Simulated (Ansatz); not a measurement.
# Guessed and relaxed cells of Gd3SiO

The cell of Gd3SiO is invented: random cell by space group and Wyckoff sites (Pm-3m, No. 221). The dimensions are guesses.

start.xyz

```xyz
5
Lattice="4.9567 0.0000 0.0000 0.0000 4.9567 0.0000 0.0000 0.0000 4.9567" Properties=species:S:1:pos:R:3 pbc="T T T"
Gd    2.4784    0.0000    0.0000
Gd    0.0000    2.4784    0.0000
Gd    0.0000    0.0000    2.4784
Si    0.0000    0.0000    0.0000
O     2.4784    2.4784    2.4784
```

Level of theory: DFT PBE, scalar-relativistic, plane waves, PAW (Ansatz 0.2.0). Cutoff 420 eV, Gaussian smearing, Γ-centred meshes. Cell and atoms relax first on a coarse mesh and then on a finer one. In between, the cell is made exact in the group found at 0.06 Å. In metals the finer mesh still leaves noise of several meV/atom or more. The steps can't lower the symmetry of their start, moments included. Collinear spin, starting moments -7 7 7 0 0 μB in the order of the atoms.

end.xyz

```xyz
5
Lattice="5.3909 0.0000 0.0000 0.0000 5.3909 0.0000 0.0000 0.0000 5.3909" Properties=species:S:1:pos:R:3 pbc="T T T"
Gd    0.0000    0.0000    2.6955
Gd    2.6955    0.0000    0.0000
Gd    0.0000    2.6955    0.0000
Si    0.0000    0.0000    0.0000
O     2.6955    2.6955    2.6955
```

The symmetry stays Pm-3m (No. 221). The end has the antiperovskite type. The volume per atom grows by 28.6 %, from 24.4 to 31.3 Å³. The shortest distance goes from 2.48 Å (Gd–Si) to 2.70 Å (Gd–Si). The end is written in a standard setting, so origin, axes and order of atoms can differ from the start's.

| Property | Result |
| --- | --- |
| Volume per atom | 31.33 Å³ |
| Density | 5.47 g/cm³ |
| Gap on the 8×8×8 mesh of the 5-atom cell | 0 eV (a metal) |
| Net moment per atom | 1.49 μB |
| Moment by site | Gd -6.8, 6.9 (×2); O -0.1 μB |

The last run used collinear spin and Gaussian smearing of 0.10 eV. The 4f shell of Gd is treated without a Hubbard U, which places its levels poorly. Another magnetic order may lie lower. Symmetry constrained the relaxation, so the result can be a saddle point. In all, the 3 runs took 21 min on 1 thread of AMD EPYC (Zen 3), on a shared host. Site moments count only spheres around the atoms; the net moment includes the space between them.
